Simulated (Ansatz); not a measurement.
Magnetic states of Li₂MnF₅

```
CELL_PARAMETERS angstrom
5.00800 -2.47400 0.00000
5.00800 2.47400 0.00000
-2.79785 0.00000 6.85934
ATOMIC_POSITIONS crystal
Li 0.62930 0.64770 0.24930
Li 0.35230 0.37070 0.25070
Li 0.37070 0.35230 0.75070
Li 0.64770 0.62930 0.74930
Mn 0.00000 0.00000 0.00000
Mn 0.00000 0.00000 0.50000
F 0.79020 0.20980 0.25000
F 0.20980 0.79020 0.75000
F 0.32880 0.02560 0.14560
F 0.97440 0.67120 0.35440
F 0.67120 0.97440 0.85440
F 0.02560 0.32880 0.64560
F 0.77910 0.39410 0.95580
F 0.60590 0.22090 0.54420
F 0.22090 0.60590 0.04420
F 0.39410 0.77910 0.45580
```

Method: r2SCAN with U_eff = 2.7 eV on Mn d (all-electron-ortho-atomic projectors) in Ansatz 0.2.0, PAW datasets, plane waves to 500 eV, 5×5×3 Γ-centred mesh, fermi-dirac occupations of width 0.050 eV. The atoms are fixed and numbered as listed; spin is collinear, without spin-orbit coupling.

The cycle has several fixed points for this cell. Moments (μB):

```json
{"state": "A", "Mn5": "3.29", "Mn6": "3.29", "other atoms together": "0.24", "size of the net moment a cell": "8.00"}
{"state": "B", "Mn5": "0.00", "Mn6": "0.00", "other atoms together": "0.00", "size of the net moment a cell": "0.00"}
{"state": "C", "Mn5": "3.29", "Mn6": "-3.29", "other atoms together": "0.00", "size of the net moment a cell": "0.00"}
```

Site moments are taken in small spheres that don't touch (radius about 0.4 of the atom's shortest bond), so those of the magnetic atoms read low, and they needn't add up to the net moment. State B was run without spin polarisation.

Q: Which state has the lowest energy at zero smearing, and how far up are the others?

A: State C (antiparallel, compensated) is lowest; A (parallel moments) lies 1.0 meV above it, B (without moments) lies 420 meV above it, all counted an atom of the cell.

Q: Which states have a gap on the mesh, and what pressure does each exert on this cell?

A: A: gap 2.26 eV, 1.1 GPa; B: gap 1.98 eV, -3.5 GPa; C: gap 2.73 eV, 1.0 GPa (positive in compression). Moments take up room: without them the pressure is lower, so that state wants a smaller cell.

Q: What do states A and C say about the exchange?

A: Between A and C the moments keep their size (3.29 against 3.29 μB in the mean), so the difference mostly measures the exchange between the flipped sites: the antiparallel order gains 8 meV for each Mn atom. The nearest flipped pair stands 3.70 Å apart. Flipped pairs are linked through F; the widest Mn–F–Mn angle among the nearer links is 121°, at 3.70 Å between the metal atoms.

Q: What does magnetism gain here?

A: 420 meV an atom of the cell, or 3357 meV for each Mn atom, against state B, which has none. A run without spin would miss this and give wrong energies and forces. That state isn't the paramagnet, which keeps its moments, so this is no ordering energy, and a U raises it further by its penalty on part-filled orbitals.

The cell is that of a Crystallography Open Database entry, unchanged.

Caveats: only orders that fit this cell and collinear spins were tried, so the true order may need a larger cell or canted moments; atoms and cell are not relaxed, and each state would relax in its own way; the U is a value in common use, not computed for this crystal; one start a pattern, so a lower state of the same pattern may exist.
